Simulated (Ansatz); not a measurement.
Values for one crystal, relaxed and computed with DFT-r²SCAN in the program Ansatz with PAW potentials; other levels are named.

```yaml
volume_per_atom: 40.76 Å³
band_gap: 4.87 eV (direct)
Electron effective mass, band 3 of 3 at the edge: 0.88 along [100], 0.88 along [110], 1.2 along [111] (mₑ)
Hole effective mass with spin–orbit coupling, band 1 of 2 at the edge: 3.3 along [100], 2.3 along [110], 2.0 along [111] (mₑ)
Electron effective mass with spin–orbit coupling, band 2 of 2 at the edge: 0.90 along [100], 1.0 along [110], 1.2 along [111] (mₑ)
Pressure derivative B′: 5.7
Electron effective mass, band 1 of 3 at the edge: 14 along [100], 2.1 along [110], 1.6 along [111] (mₑ)
```

### Question
Which compound is it?
A) Cs2KYBr6, Fm-3m (K on 4b, Cs on 8c, Y on 4a, Br on 24e)
B) YN, rock salt
C) K2LiCuF6, Fm-3m (K on 8c, Li on 4b, Cu on 4a, F on 24e)
D) K3MnCrO8, R3m (Pearson symbol hR13)

### Answer
A, Cs2KYBr6, Fm-3m (K on 4b, Cs on 8c, Y on 4a, Br on 24e)

The first step of the workflow began from a Materials Project structure, measured or hypothetical; the Crystallography Open Database copy checked does not list it. Whether it is the stable phase at ambient conditions was not checked. The cell was relaxed with r²SCAN under the symmetry of its start; whether a distortion lowers the energy is not shown. The run is not spin-polarised. Spin–orbit coupling is left out wherever it is not named.

Potentials: the later of the program's two PAW sets.
